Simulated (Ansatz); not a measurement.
A relaxation computed with Ansatz, from input to last step.

```yaml
crystal:
  lattice:
    - [5.4864409245, 0.0, 0.0]
    - [0.0, 5.4864409245, 0.0]
    - [0.0, 0.0, 5.4864409245]
  atoms:
    - { symbol: Fe, position: [0.5, 0.5, 0.5], spin: 3.14 }
    - { symbol: Fe, position: [0.5, 0.0, 0.5], spin: 3.12 }
    - { symbol: Fe, position: [0.5, 0.5, 0.0], spin: 3.12 }
    - { symbol: Fe, position: [0.0, 0.5, 0.5], spin: 3.12 }
    - { symbol: Fe, position: [0.5, 0.0, 0.0], spin: 3.04 }
    - { symbol: Fe, position: [0.0, 0.0, 0.5], spin: 3.04 }
    - { symbol: Fe, position: [0.0, 0.5, 0.0], spin: 3.04 }
    - { symbol: Fe, position: [0.2485050657, 0.2485050657, 0.2485050657], spin: 3.12 }
    - { symbol: Fe, position: [0.2485050657, 0.7514949343, 0.2485050657], spin: 3.12 }
    - { symbol: Fe, position: [0.2485050657, 0.2485050657, 0.7514949343], spin: 3.12 }
    - { symbol: Fe, position: [0.7514949343, 0.2485050657, 0.2485050657], spin: 3.12 }
    - { symbol: Fe, position: [0.7514949343, 0.7514949343, 0.2485050657], spin: 3.12 }
    - { symbol: Fe, position: [0.2485050657, 0.7514949343, 0.7514949343], spin: 3.12 }
    - { symbol: Fe, position: [0.7514949343, 0.2485050657, 0.7514949343], spin: 3.12 }
    - { symbol: Fe, position: [0.7514949343, 0.7514949343, 0.7514949343], spin: 3.12 }
    - { symbol: Co, position: [0.0, 0.0, 0.0], spin: 2.13 }
basis:
  ecutwfc: 500
kpoints:
  mp_grid: { grid: [6, 6, 6] }
hamiltonian:
  xc: r2scan
scf:
  occupations: { method: gaussian, width: 0.1 }
output:
  forces: true
  stress: true
  eigenvalues: true
  populations: true
magnetization:
  spin_polarized: true
relax:
  adjacent_minimum: "off"
  f_tol: 0.01
  max_steps: 30
```

```bash
ansatz run input.yaml --threads 4 --pin off --max-ram 10240MiB --backend cpu --events-out ev --progress --plain --runs-dir out
```

The calculation used DFT r2SCAN, scalar-relativistic, plane waves, PAW in Ansatz 0.2.0.

The volume is held at 0.88 times that of the relaxed cell.

Of 3 frames 3 are shown, positions in Å and forces in eV/Å; the SCF threshold varies from step to step.

```xyz
16
Lattice="5.4864 0.0000 0.0000 0.0000 5.4864 0.0000 0.0000 0.0000 5.4864" Properties=species:S:1:pos:R:3:forces:R:3 pbc="T T T" step=1 free_energy_over_end_meV_per_atom=0.03
Fe    2.7432    2.7432    2.7432    0.0000    0.0000    0.0000
Fe    2.7432    0.0000    2.7432    0.0000    0.0000    0.0000
Fe    2.7432    2.7432    0.0000    0.0000    0.0000    0.0000
Fe    0.0000    2.7432    2.7432    0.0000    0.0000    0.0000
Fe    2.7432    0.0000    0.0000    0.0000    0.0000    0.0000
Fe    0.0000    0.0000    2.7432    0.0000    0.0000    0.0000
Fe    0.0000    2.7432    0.0000    0.0000    0.0000    0.0000
Fe    1.3634    1.3634    1.3634    0.0291    0.0291    0.0291
Fe    1.3634    4.1230    1.3634    0.0291   -0.0291    0.0291
Fe    1.3634    1.3634    4.1230    0.0291    0.0291   -0.0291
Fe    4.1230    1.3634    1.3634   -0.0291    0.0291    0.0291
Fe    4.1230    4.1230    1.3634   -0.0291   -0.0291    0.0291
Fe    1.3634    4.1230    4.1230    0.0291   -0.0291   -0.0291
Fe    4.1230    1.3634    4.1230   -0.0291    0.0291   -0.0291
Fe    4.1230    4.1230    4.1230   -0.0291   -0.0291   -0.0291
Co    0.0000    0.0000    0.0000    0.0000    0.0000    0.0000
16
Lattice="5.4864 0.0000 0.0000 0.0000 5.4864 0.0000 0.0000 0.0000 5.4864" Properties=species:S:1:pos:R:3:forces:R:3 pbc="T T T" step=2 free_energy_over_end_meV_per_atom=0.01
Fe    2.7432    2.7432    2.7432    0.0000    0.0000    0.0000
Fe    2.7432    0.0000    2.7432    0.0000    0.0000    0.0000
Fe    2.7432    2.7432    0.0000    0.0000    0.0000    0.0000
Fe    0.0000    2.7432    2.7432    0.0000    0.0000    0.0000
Fe    2.7432    0.0000    0.0000    0.0000    0.0000    0.0000
Fe    0.0000    0.0000    2.7432    0.0000    0.0000    0.0000
Fe    0.0000    2.7432    0.0000    0.0000    0.0000    0.0000
Fe    1.3642    1.3642    1.3642    0.0127    0.0127    0.0127
Fe    1.3642    4.1223    1.3642    0.0127   -0.0127    0.0127
Fe    1.3642    1.3642    4.1223    0.0127    0.0127   -0.0127
Fe    4.1223    1.3642    1.3642   -0.0127    0.0127    0.0127
Fe    4.1223    4.1223    1.3642   -0.0127   -0.0127    0.0127
Fe    1.3642    4.1223    4.1223    0.0127   -0.0127   -0.0127
Fe    4.1223    1.3642    4.1223   -0.0127    0.0127   -0.0127
Fe    4.1223    4.1223    4.1223   -0.0127   -0.0127   -0.0127
Co    0.0000    0.0000    0.0000    0.0000    0.0000    0.0000
16
Lattice="5.4864 0.0000 0.0000 0.0000 5.4864 0.0000 0.0000 0.0000 5.4864" Properties=species:S:1:pos:R:3:forces:R:3 pbc="T T T" step=3 free_energy_over_end_meV_per_atom=0.00
Fe    2.7432    2.7432    2.7432    0.0000    0.0000    0.0000
Fe    2.7432    0.0000    2.7432    0.0000    0.0000    0.0000
Fe    2.7432    2.7432    0.0000    0.0000    0.0000    0.0000
Fe    0.0000    2.7432    2.7432    0.0000    0.0000    0.0000
Fe    2.7432    0.0000    0.0000    0.0000    0.0000    0.0000
Fe    0.0000    0.0000    2.7432    0.0000    0.0000    0.0000
Fe    0.0000    2.7432    0.0000    0.0000    0.0000    0.0000
Fe    1.3647    1.3647    1.3647    0.0000    0.0000    0.0000
Fe    1.3647    4.1217    1.3647    0.0000    0.0000    0.0000
Fe    1.3647    1.3647    4.1217    0.0000    0.0000    0.0000
Fe    4.1217    1.3647    1.3647    0.0000    0.0000    0.0000
Fe    4.1217    4.1217    1.3647    0.0000    0.0000    0.0000
Fe    1.3647    4.1217    4.1217    0.0000    0.0000    0.0000
Fe    4.1217    1.3647    4.1217    0.0000    0.0000    0.0000
Fe    4.1217    4.1217    4.1217    0.0000    0.0000    0.0000
Co    0.0000    0.0000    0.0000    0.0000    0.0000    0.0000
```

It took 120 s on 4 threads of Intel(R) Xeon(R) 6975P-C (Granite Rapids), with other jobs on the host, peak memory 2.7 GiB.

The state reached may not be the lowest one. Only parallel moments were tried here.